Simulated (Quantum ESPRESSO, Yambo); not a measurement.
At a photon energy of 13.00 eV, RPA with local fields on PBEsol bands shifted by a G0W0 scissor of 3.62 eV (Quantum ESPRESSO and Yambo; 4×4×4 mesh, 129 bands, 3 Ry local-field block, 0.2 eV broadening) gives ε = 2.47 + 0.58i for CO2 (space group Pa-3, No. 205), field along x.

Problem. Work out n, κ, the normal-incidence reflectivity, the absorption coefficient and the penetration depth.

Solution. 
|ε| = 2.54; n = √((|ε| + ε1)/2) = 1.58, κ = √((|ε| − ε1)/2) = 0.18. R = ((n − 1)² + κ²)/((n + 1)² + κ²) = 0.06. α = 2Eκ/(ħc) with ħc = 197.327 eV nm: 0.0241 per nm = 2.4 × 10⁵ per cm, a 1/e depth of 41 nm. The computed direct gap is 10.44 eV, and the energy scale of the real crystal may differ from it. Excitonic effects are left out, and values at one energy depend on mesh and broadening. The scissor comes from a G0W0 run whose convergence isn't established. Convergence of the RPA response with its 4×4×4 mesh was not tested.

Geometry of the Materials Project entry, not relaxed at this level; primitive cell a = b = c = 5.4971 Å, α = β = γ = 90.00°.
